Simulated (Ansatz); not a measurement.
MoPt2:
```cif
data_Mo2Pt4
_chemical_formula_sum 'Mo2 Pt4'
_space_group_name_H-M_alt 'I4/mmm'
_space_group_IT_number 139
_space_group_name_Hall '-I 4 2'
_cell_length_a 3.33282
_cell_length_b 3.33282
_cell_length_c 8.22231
_cell_angle_alpha 90.000
_cell_angle_beta 90.000
_cell_angle_gamma 90.000
loop_
_atom_site_label
_atom_site_type_symbol
_atom_site_symmetry_multiplicity
_atom_site_Wyckoff_symbol
_atom_site_fract_x
_atom_site_fract_y
_atom_site_fract_z
_atom_site_occupancy
Mo1 Mo 2 a 0.00000 0.00000 0.00000 1
Pt1 Pt 4 e 0.00000 0.00000 0.33379 1
```
(The calculation used a cell of 3 atoms; values per cell refer to that cell.)

Relaxed with PBEsol.

Decompose the optical modes at the zone centre into irreducible representations, and say which are infrared and Raman allowed.

Point group 4/mmm: Γ_opt = A1g + A2u + Eg + Eu. Infrared: A2u, Eu. Raman: A1g, Eg.

Assign frequencies (DFPT, DFT-PBEsol in the program Ansatz with PAW potentials).

Eu 93, Eg 126, A1g 171, A2u 175 cm⁻¹.

A made-up cell: these elements were put on the sites of a structure type; neither database checked (COD, Materials Project) lists it. COD files the formula under space group No. 71. Its standing as an ambient phase is unchecked. Symmetry was held in the PBEsol relaxation; its stability against distortions is not shown here. No spin polarisation was allowed. As this level gives no gap, phonon frequencies hold no LO–TO term and depend on the k-mesh and smearing (Fermi–Dirac, 0.1 eV here). Spin–orbit coupling is left out wherever it is not named.

Potentials: the earlier of the program's two PAW sets. The files were generated under PBE; for other functionals the program regenerates the frozen cores, and for LDA and PBEsol the local potential too.
